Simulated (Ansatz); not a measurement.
# Sensitivity of the gradients in KF with a K vacancy to the input

Cell: a supercell of KF (rock salt type, Fm-3m) built from a Materials Project structure (computed, not necessarily an observed phase), with all atoms left at the host's positions.

```cif
data_K26F27
_symmetry_space_group_name_H-M 'Fm-3m'
_symmetry_Int_Tables_number 225
_cell_length_a 15.9265
_cell_length_b 15.9265
_cell_length_c 15.9265
_cell_angle_alpha 90.000
_cell_angle_beta 90.000
_cell_angle_gamma 90.000
loop_
_atom_site_label
_atom_site_type_symbol
_atom_site_symmetry_multiplicity
_atom_site_Wyckoff_symbol
_atom_site_fract_x
_atom_site_fract_y
_atom_site_fract_z
K1 K 48 h 0.1667 0.1667 0.0000
K4 K 32 f 0.3333 0.1667 0.1667
K14 K 24 e 0.5000 0.5000 0.3333
F27 F 32 f 0.1667 0.1667 0.1667
F29 F 24 e 0.5000 0.5000 0.1667
F31 F 48 i 0.5000 0.3333 0.3333
F40 F 4 b 0.5000 0.5000 0.5000
```

One atom of each set is listed; the run and its k-mesh use a cell of 53 atoms with edges of 11.26, 11.26, 11.26 Å.

Reference run. All values are calculated (Ansatz; DFT, PBE, plane waves and PAW, scalar-relativistic, 420 eV cutoff, Γ-centred 2×2×2 k-points, Fermi–Dirac smearing 0.01 eV, cell charge -1), not measured.

(1) The input is changed as follows: `scf.occupations.method`: fermi_dirac → cold; `scf.occupations.width`: 0.01 → 0.025. What happens to V_zz (10²¹ V/m²) and η?

## Answers

(1) 

```csv
site,V_zz reference,η reference,V_zz changed,η changed
K1,-0.60,0.55,-0.60,0.55
K4,0.066,0.00,0.066,0.00
K14,-0.39,0.00,-0.39,0.00
F27,-0.25,0.00,-0.25,0.00
F29,-0.82,0.00,-0.82,0.00
F31,-0.23,0.70,-0.23,0.70
```

All printed values agree. Sites without a gradient aren't listed. The gap of 5.5 eV is far wider than the smearing, so the levels stay full or empty whatever the smearing's form; with a small gap this would fail. SCF iterations: 8 and 8.

On the reference run: The defect repeats with the cell of 53 atoms, so it feels its images: sites between two images don't show the values beside a lone defect, and zeros or small values of η there can come from the images' arrangement. A uniform background compensates the cell's charge. The neighbours have not yet relaxed around the defect (largest force 0.65 eV/Å), so a real crystal will differ.
